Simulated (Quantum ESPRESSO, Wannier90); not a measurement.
**TaAs (I4₁md), plane waves to Wannier functions**

```
begin unit_cell_cart
ang
    0.0000000000   -3.4436300000    0.0000000000
    3.4436300000    0.0000000000    0.0000000000
   -1.7218150000    1.7218150000    5.8679400000
end unit_cell_cart
begin atoms_frac
Ta   0.2499700000 -0.2500300000  0.4999400000
Ta   0.4999700000  0.4999700000 -0.0000600000
As  -0.1673700000  0.3326300000 -0.3347400000
As   0.0826300000  0.0826300000  0.1652600000
end atoms_frac
```

Materials Project entry mp-1936; symmetrised, unrelaxed at this level. Not found in the COD (Crystallography Open Database) copy used; not checked further. Level: PBEsol, spinors with spin-orbit coupling; pw.x of Quantum ESPRESSO at 68 Ry with PseudoDojo potentials, 4×4×4 k-points, Wannier90. Density: 10×10×10 mesh, cold smearing 0.01 Ry.

A tight-binding model is made by disentanglement and projection with no localisation steps (num_iter = 0), so the 52 orbitals stay atom-like: hydrogen-like Ta: s;p;d; As: s;p, axes along x, y, z; frozen window up to 3.00 eV relative to the Fermi level. It follows pw.x to 21 meV rms for states up to 1.0 eV relative to the Fermi level. Matrix elements depend on this choice of orbitals and windows.

Q: What are the on-site energies relative to the Fermi level, and how fast do the hoppings decay?

A: 
| atom | orbitals | energy (eV) |
|---|---|---|
| Ta1 | s↑ s↓ | 3.23 |
| Ta1 | pz↑ pz↓ | 8.82 |
| Ta1 | px↑ px↓ | 9.36 |
| Ta1 | py↑ py↓ | 8.79 |
| Ta1 | dz2↑ dz2↓ | 0.93 |
| Ta1 | dxz↑ dxz↓ dxy↑ dxy↓ | 1.05 |
| Ta1 | dyz↑ dyz↓ | 1.02 |
| Ta1 | dx2-y2↑ dx2-y2↓ | 0.81 |
| Ta2 | s↑ s↓ | 3.23 |
| Ta2 | pz↑ pz↓ | 8.82 |
| Ta2 | px↑ px↓ | 8.79 |
| Ta2 | py↑ py↓ | 9.36 |
| Ta2 | dz2↑ dz2↓ | 0.93 |
| Ta2 | dxz↑ dxz↓ | 1.02 |
| Ta2 | dyz↑ dyz↓ dxy↑ dxy↓ | 1.05 |
| Ta2 | dx2-y2↑ dx2-y2↓ | 0.81 |
| As3 | s↑ s↓ | -8.11 |
| As3 | pz↑ pz↓ | 0.98 |
| As3 | px↑ px↓ | 1.13 |
| As3 | py↑ py↓ | 1.73 |
| As4 | s↑ s↓ | -8.11 |
| As4 | pz↑ pz↓ | 0.98 |
| As4 | px↑ px↓ | 1.73 |
| As4 | py↑ py↓ | 1.13 |

```tsv
distance of the centres (Å)	largest modulus (eV)
2–3	1.7
3–4	1.5
4–5	0.38
5–6	0.17
```
